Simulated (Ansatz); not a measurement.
KRh₃, all-electron reference calculation

This is KRh₃ placed on the sites of the Cu3Au structure (a generated, not necessarily known, phase), then sheared and rattled, one atom being moved towards a neighbour.

Theory: Ansatz 0.2 development build, DFT, PBE, all-electron PAW datasets generated for the cell (no frozen core), scalar-relativistic valence, Dirac core shells, point nucleus. Brillouin zone: 2×2×2 (half-step shift), Fermi–Dirac smearing of 0.15 eV; a denser mesh would shift the values. For a metal, stress, forces and moments on so few k-points can be far from the converged ones. The run is spin-unpolarised.

```
K Rh
1.0
     3.99217   -0.05542    0.03531
    -0.05542    4.17614   -0.01398
     0.03531   -0.01398    4.26133
K Rh
1 3
Direct
  0.11250 0.68519 0.75943
  0.07718 0.24406 0.20689
  0.64227 0.67914 0.26618
  0.56414 0.10006 0.67377
```

```
atom  Fx (eV/Å)  Fy (eV/Å)  Fz (eV/Å)
  K1     -0.342     -0.648     -0.102
 Rh2     -0.079     -1.170      1.001
 Rh3     -0.753     -0.310     -0.721
 Rh4      1.174      2.128     -0.177
```

Stress xx yy zz yz xz xy in GPa, positive in compression: 3.10 2.60 3.52 -0.40 -1.62 2.57.

- Pressure: 3.07 GPa
- Largest force: 2.436 eV/Å

# Single point on KRh3

Cell: KRh3 placed on the sites of the Cu3Au structure (a generated, not necessarily known, phase), then sheared and rattled.

Same method, mesh 2×2×2 with shift 0.5, 0.5, 0.5. Spin-restricted.

Lattice vectors (Å):
```
 4.3866 -0.0208 -0.0311
-0.0208  4.0227  0.0220
-0.0311  0.0220  4.3024
```

```csv
atom,x,y,z (fractional)
K1,0.3860,0.9252,0.2067
Rh2,0.3652,0.4095,0.7622
Rh3,0.8466,0.8963,0.7613
Rh4,0.8551,0.3882,0.2386
```

| atom | Fx (eV/Å) | Fy (eV/Å) | Fz (eV/Å) |
| --- | --- | --- | --- |
| K1 | -0.962 | -0.617 | 1.443 |
| Rh2 | -0.069 | 0.201 | -0.904 |
| Rh3 | 0.559 | -0.115 | -0.637 |
| Rh4 | 0.471 | 0.531 | 0.098 |

Stress tensor (GPa, compression positive):
```
-6.55  0.42 -0.07
 0.42 -6.03 -0.28
-0.07 -0.28 -6.78
```

The pressure is -6.45 GPa. The largest force is 1.841 eV/Å.
